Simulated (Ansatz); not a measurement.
Au (hcp (Mg type), P6_3/mmc) at seven volumes, DFT-PBEsol in the program Ansatz with PAW potentials, shape and atoms relaxed at each. One row is withheld.

```csv
V (Å³/atom),P (GPa)
15.500,21.34
16.011,12.74
16.522,5.73
17.033,0.00
17.544,?
18.055,-8.43
18.566,-11.42
```

**Question.** Fit the shown pressures and predict the withheld one.

**Answer.** P = (3/2)B₀(x^(7/2) − x^(5/2))[1 + (3/4)(B′ − 4)(x − 1)] with x = (V₀/V)^(2/3). Least squares on the six rows gives V₀ = 17.033 Å³/atom, B₀ = 171 GPa, B′ = 5.91. At V = 17.544, x = 0.9805 and P = -4.63 GPa. The run itself gave -4.67 GPa.

The workflow started from an entry of the Crystallography Open Database (COD), which files this formula under 2 space groups. It is not the phase usual at ambient conditions (space group No. 225). The PBEsol relaxation kept the symmetry of its start; its stability against distortions is not shown here. Scalar-relativistic: spin–orbit coupling is off unless named, which matters more the heavier the elements.

Potentials: the later of the program's two PAW sets.
